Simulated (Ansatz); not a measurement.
TiRe: energy along a strain

TiRe, Pm-3m, a = 3.118 Å (as given, not relaxed at this level: -7.6 GPa). The structure is a COD entry; whether it is the stable form wasn't checked. Ansatz: PBEsol, PAW, 420 eV, Γ-centred 16×16×16 mesh on 2 atoms, Gaussian smearing 0.15 eV; no spin polarisation. Cell vectors (Å): 3.118 0.000 0.000; 0.000 3.118 0.000; 0.000 0.000 3.118. The cell is strained by x per cent times the pattern (1 -1 0 0 0 0) in the order xx yy zz yz xz xy (engineering shears), with fractional coordinates held. y is the free energy over the start, V0 = 15.156 Å³/atom. Symmetry makes y even in x.

```tsv
x (%)	y (meV/atom)
-4.00	?
-2.00	6.32
0.00	0.00
0.50	0.39
1.00	1.56
1.50	3.54
2.50	9.93
3.00	14.39
3.50	19.69
```

**Question.** Fit y = c2 x² + c4 x⁴ to the other rows, get the stiffness along the pattern, and predict the missing energy.

**Answer.** Least squares on the rows shown. y = 1.5685 x² + 0.0032178 x⁴. The clamped-ion stiffness p·C·p = 2 × 15.69 eV × 160.2 / 15.156 Å³ = 332 GPa (second derivative at the start, which stands under stress). At x = -4.00 the fit asked for gives 25.92 meV/atom. The run gave 25.86 meV/atom, so the fit is 0.06 meV/atom too high, a small miss on the scale of the series.

Spin–orbit coupling is left out, which can shift energies with elements as heavy as these.